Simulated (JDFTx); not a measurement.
Reference run:

System: Au(111) (Fm-3m bulk; lattice of mp-81, not re-optimised at this level), 1x1 cell of 4 atoms in 4 planes, area 7.53 Å² a face, 7.2 Å between the outermost planes in a cell 23.2 Å high; k mesh 8×8×1, Fermi width 0.01 Ha, no spin polarisation.

Reference level: PBE, GBRV ultrasoft potentials, plane waves to 20/100 Ha, in a modified build of JDFTx. Unrelaxed; liquid: CANDLE, water, 1 M KF. Potentials refer to SHE, placed 4.44 V below the bulk liquid's zero by convention.

Settings tried: 3×3×1; 4×4×1; 6×6×1; 8×8×1; 12×12×1; 18×18×1.

Which is the cheapest setting from which the work function and U_pzc both stay within 0.03 (eV, V) of the last one?

6×6×1, at roughly 0.4 of the last row's time. Over the whole series the work function spans 0.61 eV and U_pzc 0.63 V.

| k mesh | work function (eV) | U_pzc (V) | mean C above U_pzc (μF/cm²) | k states × plane waves | cycles, vacuum run | rough core time, vacuum run |
|---|---|---|---|---|---|---|
| 3×3×1 | 5.63 | 0.92 | 12 over 0.5 V | 3 × 5032 | 18 | 2 min |
| 4×4×1 | 5.01 | 0.29 | 12 over 0.5 V | 4 × 5041 | 19 | 3 min |
| 6×6×1 | 5.23 | 0.51 | 11 over 0.5 V | 7 × 5045 | 18 | 4 min |
| 8×8×1 | 5.23 | 0.52 | 11 over 0.5 V | 10 × 5035 | 19 | 5 min |
| 12×12×1 | 5.20 | 0.49 | 11 over 0.5 V | 19 × 5040 | 19 | 6 min |
| 18×18×1 | 5.22 | 0.51 | 11 over 0.5 V | 37 × 5039 | 19 | 9 min |

The times are rough (shared hosts); only ratios past two mean anything.
